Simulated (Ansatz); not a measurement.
# Zone-centre phonons of Sn: input and output

These are results of DFT PBEsol, scalar-relativistic, plane waves, PAW (Ansatz 0.2.0), not measurements.

Launched with:
```bash
ansatz run input.yaml --threads 1 --pin off --max-ram 4096MiB --backend cpu --events-out ev --progress --plain --runs-dir out
```

Input (bare energies are in eV):
```yaml
crystal:
  lattice:
    - [-2.9191260269, 2.9191260269, 1.5810029017]
    - [2.9191260269, -2.9191260269, 1.5810029017]
    - [2.9191260269, 2.9191260269, -1.5810029017]
  atoms:
    - { symbol: Sn, position: [0.75, 0.25, 0.5] }
    - { symbol: Sn, position: [0.0, 0.0, 0.0] }
basis:
  ecutwfc: 420
kpoints:
  mp_grid: { grid: [14, 14, 14] }
hamiltonian:
  xc: pbesol
scf:
  occupations: { method: fermi_dirac, width: 0.15 }
output:
  eigenvalues: true
phonons:
  method: dfpt
  eigenvectors: true
```

The end of the output:
```
--- Phonons (Γ-DFPT): 2 representative perturbations + reference, on 428 of 2744 k-points (Σ response iterations 5) ---
  k mesh reduced under 4 symmetry operations, with k and −k counted as one. Each operation leaves every solved displacement unchanged or reverses it
  ASR residual: 4.293e-5 → 0.000e0 eV/Å²; symmetrization residual: 2.637e-12 eV/Å²
  ASR residual per site (eV/Å²): 4.29e-5 4.29e-5
  Γ frequencies (cm⁻¹): 0.00 0.00 0.00 43.00 130.01 130.01
  non-analytic LO–TO correction: not included (Born effective charges unavailable; polar crystals: no LO–TO splitting at Γ)
```

Time: 90 s on 1 thread of Arm Neoverse V2 (shared host), peak memory 1.5 GiB.

In a metal, frequencies and elastic constants depend on the k mesh and the smearing, soft modes and shear constants most.